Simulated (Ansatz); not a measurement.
TiAl (CuAu type, space group P4/mmm)

```xyz
2
Lattice="2.8241 0.0000 0.0000 0.0000 2.8241 0.0000 0.0000 0.0000 4.0706" Properties=species:S:1:pos:R:3 pbc="T T T"
Al     1.4120     1.4120     2.0353
Ti     0.0000     0.0000     0.0000
```

The slice is a (010) plane (indices of the conventional cell) through the point (0.000, 0.000, 0.000) (fractional), spanned by u = [100] and v = [001] in vectors of this cell: u (2.82 Å) and v (4.07 Å, at 90° to u). It covers one period; positions are fractions (u, v).

Computed with PBE (plane waves to 420 eV, PAW, scalar-relativistic; Ansatz, an electronic-structure program). k mesh 16×16×12. Inside the PAW spheres the values are not all-electron values, and peaks at nuclei hang on which shells count as valence. The PAW data are Ansatz's earlier set. TiAl is run without spin polarisation. TiAl was relaxed with its symmetry unable to fall.

Three fields on this plane, each scaled to ten steps between its own extremes (0 low, 9 high; the total valence density on a logarithmic scale, the potential cut 8 eV below its top; x marks points blanked near nuclei; v = 0 in the bottom row):

Map A
```
|xxxxxx223322xxxxx|
|xxxxxx124421xxxxx|
|xxxxxx135531xxxxx|
|xxxxx11466411xxxx|
|xxxx0135775310xxx|
|00000257887520000|
|00012468998642100|
|11124689999864211|
|22346789999876432|
|34456789999876544|
|44567889999887654|
|44567899999987654|
|44567889999887654|
|34456789999876544|
|22346789999876432|
|11124689999864211|
|00012468998642100|
|00000257887520000|
|xxxx0135775310xxx|
|xxxxx11466411xxxx|
|xxxxxx135531xxxxx|
|xxxxxx124421xxxxx|
|xxxxxx223322xxxxx|
|xxxxxxx2332xxxxxx|
```

Map B
```
|xxxxxx024420xxxxx|
|xxxxxx035530xxxxx|
|xxxxxx146641xxxxx|
|xxxxx03677630xxxx|
|xxxx0357777530xxx|
|00013567887653100|
|22345678888765432|
|66667777777777666|
|88887777777777888|
|99988776666778899|
|99998776666778999|
|99998766666678999|
|99998776666778999|
|99988776666778899|
|88887777777777888|
|66667777777777666|
|22345678888765432|
|00013567887653100|
|xxxx0357777530xxx|
|xxxxx03677630xxxx|
|xxxxxx146641xxxxx|
|xxxxxx035530xxxxx|
|xxxxxx024420xxxxx|
|xxxxxxx2442xxxxxx|
```

Map C
```
|xxxxxx964469xxxxx|
|xxxxxx854458xxxxx|
|xxxxxx644446xxxxx|
|xxxxx75433457xxxx|
|xxxx6443333446xxx|
|76543333333333456|
|22222233333322222|
|00112233443322110|
|00012234444322100|
|00012234444322100|
|00012334444332100|
|00012334444332100|
|00012334444332100|
|00012234444322100|
|00012234444322100|
|00112233443322110|
|22222233333322222|
|76543333333333456|
|xxxx6443333446xxx|
|xxxxx75433457xxxx|
|xxxxxx644446xxxxx|
|xxxxxx854458xxxxx|
|xxxxxx964469xxxxx|
|xxxxxxx6446xxxxxx|
```

**Question.** Assign the maps to these fields: electron localisation function (ELF); valence electron density; electrostatic potential energy of an electron, from the cell's mean.

**Answer.** A is the electron localisation function (ELF); B is the electrostatic potential energy of an electron, from the cell's mean; C is the valence electron density.
